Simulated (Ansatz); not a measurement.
Here is the system:

Ta:
```xyz
1
Lattice="-1.6595 1.6595 1.6595 1.6595 -1.6595 1.6595 1.6595 1.6595 -1.6595" Properties=species:S:1:pos:R:3 pbc="T T T"
Ta     0.0000     0.0000     0.0000
```

This is the PBE-relaxed structure.

Q: All from DFT-PBE in the program Ansatz with PAW potentials, unless another level is named. Predict the density of states at the Fermi level.

A: 1.3 states/eV per atom (mean over ±0.08 eV).

Q: Next, the gap with spin–orbit coupling?

A: none (metallic).

Space group Im-3m (bcc (W type)). Symmetry was held in the PBE relaxation. No spin polarisation was allowed. Spin–orbit coupling is left out wherever it is not named.

Potentials: the earlier of the program's two PAW sets.
